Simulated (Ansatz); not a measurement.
VS (NiAs type, space group No. 194) under volume change, PBEsol (plane waves, PAW; program Ansatz), shape and atoms relaxed at each volume.

```tsv
V (Å³/atom)	E − E(relaxed) (meV/atom)	P (GPa)
11.610	69.8	21.18
11.993	?	?
12.376	6.9	5.95
12.759	0.0	0.00
13.141	?	?
13.524	23.5	-9.31
13.907	50.2	-12.93
```

Problem. Complete the blanks.

Solution. 
- 13.141, E − E(relaxed) (meV/atom): 6.2
- 13.141, P (GPa): -5.04
- 11.993, E − E(relaxed) (meV/atom): 29.3
- 11.993, P (GPa): 12.95

Problem. What does a third-order Birch–Murnaghan fit give for V₀, B₀ and B′?

Solution. V₀ = 12.76 Å³/atom, B₀ = 182 GPa, B′ = 4.5.

Space group P6_3/mmc (NiAs type). The workflow started from a Materials Project entry (that database holds measured and hypothetical structures alike); the Crystallography Open Database files this formula in space group No. 194, but the cells were not matched. Whether it is the stable phase at ambient conditions was not checked. The PBEsol relaxation kept the symmetry of its start; its stability against distortions is not shown here. The run is not spin-polarised.

Potentials: the later of the program's two PAW sets.
